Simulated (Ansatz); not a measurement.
Calculated electrostatic potentials at the N nuclei for Si3N4

Cell: a COD entry (perhaps calculated rather than measured), its atoms then relaxed with PBE in this cell.

```cif
data_Si3N4
_symmetry_space_group_name_H-M 'P6_3/m'
_symmetry_Int_Tables_number 176
_cell_length_a 7.6044
_cell_length_b 7.6044
_cell_length_c 2.9063
_cell_angle_alpha 90.000
_cell_angle_beta 90.000
_cell_angle_gamma 120.000
loop_
_atom_site_label
_atom_site_type_symbol
_atom_site_symmetry_multiplicity
_atom_site_Wyckoff_symbol
_atom_site_fract_x
_atom_site_fract_y
_atom_site_fract_z
Si Si 6 h 0.7680 0.1741 0.2500
N7 N 6 h 0.0300 0.3299 0.2500
N13 N 2 d 0.6667 0.3333 0.2500
```

One atom of each set is listed.

Level of theory: DFT, r2SCAN, plane waves and PAW, scalar-relativistic, 500 eV cutoff, Γ-centred 4×4×10 k-points, Fermi–Dirac smearing 0.02 eV (Ansatz 0.2.0).

The potential at a nucleus is that of all electrons and the other nuclei. A higher potential binds the core electrons more strongly, so differences between sites of one element are the initial-state part of core-level shifts.

Q: Rank the N sites by the potential at the nucleus, lowest first, and give each against the lowest.
A. N13: 3 Si at 1.73 Å
B. N7: 3 Si at 1.74 Å

A: A (0.00 V), B (0.43 V).
